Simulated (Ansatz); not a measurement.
Here is an unrelaxed guess for Be4S.

```cif
data_structure
_symmetry_space_group_name_H-M 'P-43m'
_symmetry_Int_Tables_number 215
_cell_length_a 3.8575
_cell_length_b 3.8575
_cell_length_c 3.8575
_cell_angle_alpha 90.000
_cell_angle_beta 90.000
_cell_angle_gamma 90.000
_cell_volume 57.40
loop_
_atom_site_label
_atom_site_type_symbol
_atom_site_symmetry_multiplicity
_atom_site_Wyckoff_symbol
_atom_site_fract_x
_atom_site_fract_y
_atom_site_fract_z
_atom_site_occupancy
Be1 Be 4 e 0.25000 0.25000 0.25000 1
S1 S 1 a 0.00000 0.00000 0.00000 1
```

These are results of DFT PBE, scalar-relativistic, plane waves, PAW in Ansatz 0.2.0, not measurements. Settings: cutoff 420 eV, Γ-centred mesh 4×4×4 on the computed 5-atom cell, Gaussian smearing of 0.10 eV; no spin polarisation.

The zero of energy is the elements' standard structures at the same level; no fitted shifts are applied.

Question: How far from equilibrium is it?

Answer: The pressure is 36.3 GPa (it wants to expand), the largest force is 8.75 eV/Å, and the energy is +1.31 eV/atom against the elements. The shortest distance is 1.67 Å.

Question: How much does it gain on relaxing, and where does it end?

Answer: Relaxing gains about 1.1 eV/atom (the start's value is from the coarse mesh, so the gain is rough) in 10 ionic steps and ends at +0.23 eV/atom on the finer mesh. The symmetry stays P-43m (No. 215). The volume per atom grows by 0.6 %, from 11.5 to 11.6 Å³. The shortest distance goes from 1.67 Å (Be–S) to 2.01 Å (Be–S). Conventional cell: a = 3.865 Å. Be is surrounded by 1 S at 2.01 Å and 3 Be at 2.18 Å; S is surrounded by 4 Be at 2.01 Å.

The last run used a 10×10×10 mesh for its 5-atom cell and Gaussian smearing of 0.10 eV. The reference form of S is held partly by dispersion forces, which this level lacks. The relaxation can't lower the symmetry of the start. A structure relaxed within its symmetry needn't be a true minimum.
